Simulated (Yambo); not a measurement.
```
CELL_PARAMETERS angstrom
      5.70867     0.00000     0.00000
      0.00000     5.70867     0.00000
      0.00000     0.00000     5.70867
ATOMIC_POSITIONS crystal
  Ca 0.50000 0.50000 0.50000
  Br 0.50000 0.00000 0.50000
  Br 0.00000 0.50000 0.50000
  Br 0.50000 0.50000 0.00000
  Cs 0.00000 0.00000 0.00000
```

Response from Yambo on PBEsol (pw.x of Quantum ESPRESSO, ONCV potentials, no spin-orbit coupling) bands: 4×4×4 mesh, 128 bands, 3 Ry local-field block, 0.2 eV broadening.

Question: Give the static electronic dielectric constant without and with local fields.

Answer: 
| field along | ε(0), independent particles | ε(0), RPA with local fields | refractive index √ε |
|---|---|---|---|
| x | 3.41 | 2.90 | 1.70 |
Electronic (clamped-ion) response only. PBEsol gaps are usually too small, which raises these values. Convergence of the RPA response with its 4×4×4 mesh was not tested.

Geometry of the Materials Project entry, not relaxed at this level.

The structure is a Materials Project entry; no match was found in the copy of COD used, and its stability was not checked.
